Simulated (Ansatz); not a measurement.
TiN (rock salt)

```yaml
crystal:
  lattice:
    - [0.00000, 2.10193, 2.10193]
    - [2.10193, 0.00000, 2.10193]
    - [2.10193, 2.10193, 0.00000]
  atoms:
    - { symbol: N, position: [0.00000, 0.00000, 0.00000] }
    - { symbol: Ti, position: [0.50000, 0.50000, 0.50000] }
```

In this cell atom 1 (N, nearest neighbour Ti at 2.102 Å; its periodic images, 3.0 Å or more away, move with it) is moved by s along Cartesian z, unit vector (0.000, 0.000, 1.000); all other atoms and the cell stay fixed.

All values below come from PBEsol (plane waves to 420 eV, PAW, scalar-relativistic; Ansatz, a quantum-chemistry and plane-wave program). k mesh 15×15×15 (Γ-centred), Fermi-Dirac smearing 0.05 eV. With partly filled bands, energies and forces of such displacements shift with the k mesh and the smearing. F∥ is the force on the atom along that direction. The PAW data are Ansatz's earlier set. TiN is run without spin polarisation. TiN was relaxed with its symmetry unable to fall. 

```csv
s (Å),F∥ (eV/Å)
-0.210,2.567
-0.168,1.992
-0.126,1.483
-0.084,0.972
-0.042,0.484
0.000,0.000
0.042,-0.484
0.084,-0.972
0.126,-1.483
0.168,-1.992
0.210,-2.567
```

Task: What is the force constant k = d²E/ds² of this move at s = 0?

Result: 11.5 eV/Å². The forces along the line at the two nearest points give (0.484 − (-0.484)) / (2·0.042) = 11.52 eV/Å²; the next pair corrects for the finite step.

Task: With two atoms in the cell this is the zone-centre optical mode. What wavenumber follows?

Result: 538 cm⁻¹. Reduced mass μ = 10.84 u; ν̃ = 521.5·√(k/μ) with k = 11.52 eV/Å².

(For displaced atoms, the force is minus the slope of the energy, and its curvature is a force constant, which sets phonon frequencies.)
